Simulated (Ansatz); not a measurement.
Si₂Ni:
```
CELL_PARAMETERS angstrom
      2.84715     0.00000     0.00000
     -1.42357     2.46570     0.00000
      0.00000     0.00000     5.29187
ATOMIC_POSITIONS crystal
  Ni 0.00000 0.00000 0.00000
  Si 0.33333 0.66667 0.31554
  Si 0.66667 0.33333 0.68446
```

Relaxed with PBEsol. Special points in fractions of this cell's reciprocal vectors: Γ (0.000, 0.000, 0.000); M (0.500, 0.000, 0.000); K (0.333, 0.333, 0.000); A (0.000, 0.000, 0.500); L (0.500, 0.000, 0.500); H (0.333, 0.333, 0.500).

### Question
List the band energies nearest the Fermi level at these points for DFT-PBEsol in the program Ansatz with PAW potentials.

### Answer
In eV from the Fermi level; about four levels below and three above (degenerate sets whole), none deeper than 8.9 eV; points with the same levels are listed once.

```csv
k,below,above
Γ,-2.75 -2.75 -2.32 -2.32,5.53 6.85 6.85
M,-2.87 -2.45 -2.04 -1.42,0.54 0.95 1.96
K,-2.85 -2.85 -1.74 -1.51,0.80 0.80 1.54 1.54
A,-2.75 -2.75 -2.33 -2.33,1.26 6.65 6.65
L,-3.23 -2.93 -1.42 -0.62,2.60 3.02 4.25
H,-2.69 -2.69 -0.85 -0.85 -0.61,5.31 5.31 5.81
```

Space group P-3m1. The start of the workflow was typed in or built on a structure type; neither database checked (COD, Materials Project) lists it. It is not the phase usual at ambient conditions (space group No. 225). The cell was relaxed with PBEsol under the symmetry of its start; whether a distortion lowers the energy is not shown. The workflow began spin-polarised and lost its moments. The volume moved by -27 % from the start of the relaxation.

Potentials: the earlier of the program's two PAW sets. The files were generated under PBE; for other functionals the program regenerates the frozen cores, and for LDA and PBEsol the local potential too.
